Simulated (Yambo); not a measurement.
BN (space group P6_3/mmc, No. 194): the exchange self-energy on PBEsol orbitals (Yambo, 6×6×2 mesh) holds the Coulomb divergence, which is integrated with random points (RandQpts).

```json
[
 {"random points": "1,000", "exchange-only gap H → M (eV)": "12.81", "shift of the valence edge (eV)": "-3.47", "gap against the reference (meV)": "88"},
 {"random points": "10,000", "exchange-only gap H → M (eV)": "12.61", "shift of the valence edge (eV)": "-3.20", "gap against the reference (meV)": "-118"},
 {"random points": "100,000", "exchange-only gap H → M (eV)": "12.75", "shift of the valence edge (eV)": "-3.40", "gap against the reference (meV)": "26"},
 {"random points": "1,000,000", "exchange-only gap H → M (eV)": "12.74", "shift of the valence edge (eV)": "-3.39", "gap against the reference (meV)": "19"},
 {"random points": "5,000,000", "exchange-only gap H → M (eV)": "12.73", "shift of the valence edge (eV)": "-3.36", "gap against the reference (meV)": "reference"}
]
```

From 1,000,000 points on, the gap stays within 20 meV of the run with most points. The error is statistical; each row is a single draw, so the rows fix no rate of convergence.

Geometry of the Materials Project entry, not relaxed at this level; primitive cell a = b = 2.5124 Å, c = 7.7073 Å, α = β = 90.00°, γ = 120.00°.

A shift is the quasiparticle energy of the state minus its PBEsol energy.

The distance between layers or molecules is the database entry's, not relaxed here. Functionals without dispersion can leave it too large, which widens gaps and weakens the response across layers: the numbers belong to this cell.
